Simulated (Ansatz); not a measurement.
Given:

KMgH$_{3}$:
Space group Pm-3m (No. 221); a = b = c = 3.9126 Å, α = β = γ = 90.00°

```json
[
 {"atom": "K", "site": "1a", "symmetry": "m-3m", "x": "0.0000", "y": "0.0000", "z": "0.0000"},
 {"atom": "Mg", "site": "1b", "symmetry": "m-3m", "x": "0.5000", "y": "0.5000", "z": "0.5000"},
 {"atom": "H", "site": "3c", "symmetry": "4/mm.m", "x": "0.0000", "y": "0.5000", "z": "0.5000"}
]
```

This is the LDA-relaxed structure.

### Question
All from the program Ansatz at the LDA level (PAW), unless another level is named. Estimate the bulk modulus (Birch–Murnaghan fit).

### Answer
40.6 GPa.

### Question
Give the zero-point energy.

### Answer
110.7 meV/atom.

### Question
Predict the elastic constants (relaxed ions, GPa).

### Answer
C11 = 81.3, C12 = 20.2, C44 = 41.6.

### Question
Next, the vibrational entropy at 300 K?

### Answer
14.2 J/(K·mol of atoms).

The first step of the workflow began from a Materials Project structure, measured or hypothetical; the Crystallography Open Database files this formula in space group No. 221, but the cells were not matched. Whether it is the stable phase at ambient conditions was not checked. The cell was relaxed with LDA under the symmetry of its start; phonons on a q-mesh show no instability.

Potentials: the later of the program's two PAW sets.
